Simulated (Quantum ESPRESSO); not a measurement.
Simulation results for MgGa$_{3}$P$_{3}$Se (made-up cell)

All values are calculated (Quantum ESPRESSO 7.5). Calculation on a made-up crystal cell, not a measurement, run twice, once with a planted mistake found by running each candidate: periodic Kohn-Sham density functional theory in plane waves with PseudoDojo standard norm-conserving scalar-relativistic pseudopotentials, each functional with its own files (v0.5 for PBE, v0.4.1 for LDA and PBEsol), no spin polarisation, no spin-orbit coupling, atoms not relaxed, stress positive in tension, energies less a fixed whole-eV offset for each atom's element; levels are Kohn-Sham levels at fractions of this cell's reciprocal vectors, counted from the reference band (half the neutral cell's valence electrons, rounded up) at Gamma; error bars cover cutoff and k-mesh only, not smearing or the files; a charged cell sits in a uniform background, with energy and stress on this program's zero of potential; each bar is the largest change over components, and at least 0.002 eV, 0.002 eV per angstrom or 0.02 GPa; energies are for the whole cell, and the offsets were chosen from early runs and are not element reference energies; a distance is the largest change of any value in units of its error bar, a scale change is of lengths, and a coarse mesh keeps the half-step shift.

Entry: MgGa$_{3}$P$_{3}$Se (made-up cell)

Intended structure:
```
MgGa3P3Se
1.0
      5.5809     0.0000     0.0000
      0.0000     5.5809     0.0000
      0.0000     0.0000     5.5809
Mg Ga Se P
1 3 1 3
Direct
  0.00108 0.00258 -0.00185
  -0.00615 0.51418 0.48877
  0.48517 -0.00032 0.49250
  0.50334 0.50936 -0.01075
  0.26229 0.24225 0.23613
  0.24750 0.75264 0.74563
  0.74432 0.23742 0.75846
  0.75522 0.75024 0.23656
```

* lattice type: zincblende/diamond
* intended functional: pbe
* intended cutoff: 1170 eV
* intended fermi dirac smearing: 0.025 eV
* intended scf tolerance: 1e-07 eV
* intended electrons removed: 0
* healthy free energy less offsets: -2.581 eV
* healthy smearing term minus ts: 0 eV
* healthy scf iterations: 10
* healthy pressure: 3.29 GPa
* healthy stress xx: -3.56 GPa
* healthy stress yy: -3.33 GPa
* healthy stress zz: -2.98 GPa
* healthy stress yz: 1.67 GPa
* healthy stress xz: -0.97 GPa
* healthy stress xy: 0.55 GPa
* healthy reference band: 40
* faulty free energy less offsets: -2.211 eV
* faulty smearing term minus ts: 0 eV
* faulty scf iterations: 10
* faulty pressure: 3.64 GPa
* faulty stress xx: -3.9 GPa
* faulty stress yy: -3.7 GPa
* faulty stress zz: -3.33 GPa
* faulty stress yz: 1.74 GPa
* faulty stress xz: -0.84 GPa
* faulty stress xy: 0.61 GPa
* faulty reference band: 40
* candidate k points along each vector: 2
* candidate cutoff: 732 eV
* candidate smearing: 0.6 eV
* candidate functional: pbesol
* candidate scf tolerance: 0.08 eV
* candidate electrons removed: 1
* candidate scale change: -1.66 percent
* candidate first exchanged site: 1
* candidate second exchanged site: 5
* intended k mesh: 4 x 4 x 4, shifted by half a step
* structure shown: as intended, without the mistake
* fault kind: ?

Atoms:
```csv
atoms element,atom site,atom energy offset (eV)
Mg,1,-1617
Ga,2,-2080
Ga,3,-2080
Ga,4,-2080
Se,5,-3300
P,6,-189
P,7,-189
P,8,-189
```

Healthy forces:
```csv
site,x (eV/Å),y (eV/Å),z (eV/Å)
1,-0.31,-0.592,-0.575
2,-0.63,-0.263,1.213
3,1.826,-1.089,1.272
4,0.965,0.414,-0.896
5,-0.358,1.329,0.47
6,0.155,-0.627,-0.681
7,-0.565,1.099,-1.524
8,-1.083,-0.271,0.721
```

Healthy levels:
```csv
level k point,next band up (eV)
Gamma,0.884
"(1/2,1/2,1/2)",0.795
"(0.15,0,0)",1.3
"(0,0.15,0)",1.365
"(0,0,0.15)",1.318
```

Faulty forces:
```csv
site,x (eV/Å),y (eV/Å),z (eV/Å)
1,-0.324,-0.601,-0.586
2,-0.64,-0.239,1.239
3,1.839,-1.097,1.294
4,0.994,0.417,-0.909
5,-0.368,1.301,0.456
6,0.142,-0.615,-0.69
7,-0.568,1.106,-1.514
8,-1.076,-0.271,0.71
```

Faulty levels:
```csv
level k point,next band up (eV)
Gamma,0.862
"(1/2,1/2,1/2)",0.772
"(0.15,0,0)",1.278
"(0,0.15,0)",1.345
"(0,0,0.15)",1.297
```

Candidate mistake: coarse kmesh, low cutoff, wide smearing, wrong functional, loose scf, wrong charge, cell scaled, atoms exchanged

**Q.** Estimate the fault kind of MgGa$_{3}$P$_{3}$Se (made-up cell).
**A.** coarse kmesh

Further results for MgGa$_{3}$P$_{3}$Se (made-up cell):

* other mistakes run: 7
* distance from healthy: 52.67 error bars
* distance from nearest other mistake: 105.6 error bars
* healthy error bar energy: 0.007038 eV
* healthy error bar stress: 0.02 GPa
* healthy error bar force: 0.003758 eV/Å
* healthy error bar next band up: 0.002 eV
